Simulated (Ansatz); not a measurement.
Method: DFT PBE, scalar-relativistic, plane waves, PAW, and for the lanthanide a 4f-in-core norm-conserving potential, in Ansatz 0.2.0. All cells share a 630 eV cutoff and Γ-centred k meshes spaced at most about 0.3 Å⁻¹ (about 0.25 or finer for metals, 2π included). No spin polarisation in the final relaxations.

Temperature and zero-point effects are left out.

Compare these two cells of DyW2, each relaxed at this level.

A.

```yaml
crystal:
  lattice:
    - [3.29040, 0.00000, 0.00000]
    - [0.00000, 3.29040, 0.00000]
    - [0.00000, 0.00000, 6.24423]
  atoms:
    - { symbol: Dy, position: [0.00000, 0.00000, 0.50000] }
    - { symbol: W, position: [0.50000, 0.00000, 0.90756] }
    - { symbol: W, position: [0.00000, 0.50000, 0.09244] }
```

B.

```yaml
crystal:
  lattice:
    - [0.00000, 3.20782, 3.20782]
    - [3.20782, 0.00000, 3.20782]
    - [3.20782, 3.20782, 0.00000]
  atoms:
    - { symbol: Dy, position: [0.50000, 0.50000, 0.50000] }
    - { symbol: W, position: [0.00000, 0.00000, 0.00000] }
    - { symbol: W, position: [0.75000, 0.75000, 0.75000] }
```

Question: Which would you expect to be lower, and how large is the difference?

Answer: A is lower, by 81 meV/atom. A has space group P-4m2 (No. 115), 22.5 Å³/atom and no gap on its mesh; B has space group F-43m (No. 216), 22.0 Å³/atom and no gap. Counting all near atoms (those within 1.25 times the shortest distance at each site; a plus sign parts nearer from farther groups; a slash parts the counts of unlike sites), A has Dy 8, W 4+2 and B has Dy 4+6, W 8/4+6. Even the lower one lies +0.86 eV/atom against the reference forms of the elements (uncorrected), so neither is stable at this level. Both come from invented guesses. A third cell relaxed alike, in I4/mmm, lies 0.51 eV/atom below the lower of the two; the P-4m2 cell fell into it when its atoms were moved at random.

Spin–orbit coupling, which can matter for W, is left out. Cells relaxed within their symmetry can be saddle points.

The lanthanide is trivalent by construction, without f bands, f moments or other valences.
